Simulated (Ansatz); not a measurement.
Starting cell, NiSi2 (fluorite type, space group Fm-3m):

```
CELL_PARAMETERS angstrom
      0.00000     2.69488     2.69488
      2.69488     0.00000     2.69488
      2.69488     2.69488     0.00000
ATOMIC_POSITIONS crystal
  Ni 0.00000 0.00000 0.00000
  Si 0.25000 0.25000 0.25000
  Si 0.75000 0.75000 0.75000
```

In this cell atom 3 (Si, nearest neighbour Ni at 2.334 Å; its periodic images, 3.8 Å or more away, move with it) is moved by u·(1.000, 0.000, 0.000) + v·(0.000, 0.000, 1.000); the rest is frozen.

Method: PBEsol (plane waves to 420 eV, PAW, scalar-relativistic; Ansatz, a program for electronic structure). k mesh 12×12×12 (Γ-centred), Fermi-Dirac smearing 0.05 eV. E stands for the smeared free energy. Points where atoms come too close for the PAW data are left out (x in tables, blank in figures). With partly filled bands, energies and forces of such displacements shift with the k mesh and the smearing. On this mesh the relaxed cell isn't quite at rest: it carries a pressure of -0.1 GPa (compression positive) at the zero of the scan. NiSi2 is run without spin polarisation. NiSi2 was relaxed with its symmetry unable to fall. The PAW data are Ansatz's earlier set. The last digit holds for this mesh only.

Changes of ΔE (meV/cell) from the point u = 0.000 Å, v = 0.000 Å when one coordinate moves alone (two changes are said to add if the coupling is within 5 % of the smaller one, nearly so within 20 %):

| point | change |
|---|---|
| u = 0.000 Å, v = -0.770 Å | 3196.6 |
| u = 0.000 Å, v = -0.513 Å | 1204.1 |
| u = 0.000 Å, v = -0.257 Å | 277.2 |
| u = -0.770 Å, v = 0.000 Å | 3196.6 |
| u = -0.513 Å, v = 0.000 Å | 1204.1 |
| u = -0.257 Å, v = 0.000 Å | 277.2 |
| u = 0.257 Å, v = 0.000 Å | 277.2 |
| u = 0.513 Å, v = 0.000 Å | 1204.1 |
| u = 0.770 Å, v = 0.000 Å | 3196.6 |
| u = 0.000 Å, v = 0.257 Å | 277.2 |
| u = 0.000 Å, v = 0.513 Å | 1204.1 |
| u = 0.000 Å, v = 0.770 Å | 3196.6 |

Task: Do the two effects add at u = 0.257 Å, v = 0.770 Å? Give the computed change.

Result: The sum of the single changes is 277.2 + (3196.6) = 3473.8; the calculation gives 3603.9, so the coupling contributes 130.1 (over 20 % of the smaller single change, not additive).

Task: What is the change at u = -0.513 Å, v = -0.257 Å, where both move, and how far is it from the sum?

Result: The sum of the single changes is 1204.1 + (277.2) = 1481.3; the calculation gives 1563.1, so the coupling contributes 81.8 (over 20 % of the smaller single change, not additive).

(For displaced atoms, the force is minus the slope of the energy, and its curvature is a force constant, which sets phonon frequencies.)
